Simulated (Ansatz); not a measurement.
Task: Each is relaxed and computed with DFT-r²SCAN in the program Ansatz with PAW potentials. Which is the only metal?
A. SiB12C2, R-3m (B on 18h, B on 18h, C on 6c, Si on 3b)
B. SiBCN, R3m (B on 3a, N on 3a, Si on 3a, C on 3a)
C. Ti2SiB2, Cmmm (Si on 2a, Ti on 4j, B on 4i)
D. BaTiO3, P4mm (Ba on 1b, Ti on 1a, O on 2c, O on 1a)

Result: C, Ti2SiB2, Cmmm (Si on 2a, Ti on 4j, B on 4i). Ti2SiB2: metal; SiBCN: gap 0.64 eV (indirect); SiB12C2: gap 1.87 eV (indirect); BaTiO3: gap 2.23 eV (indirect). Typed or built starts, not in the databases checked: Ti2SiB2, Cmmm (Si on 2a, Ti on 4j, B on 4i); SiBCN, R3m (B on 3a, N on 3a, Si on 3a, C on 3a); SiB12C2, R-3m (B on 18h, B on 18h, C on 6c, Si on 3b). Unstable at this level: BaTiO3, P4mm (Ba on 1b, Ti on 1a, O on 2c, O on 1a). All cells were relaxed under the symmetry of their starts (and spin orders); stability against distortions was not tested throughout. Named crystals with no word on spin ran without spin polarisation. Spin–orbit coupling is left out wherever it is not named.

Potentials: the earlier of the program's two PAW sets. The files were generated under PBE; for other functionals the program regenerates the frozen cores, and for LDA and PBEsol the local potential too.
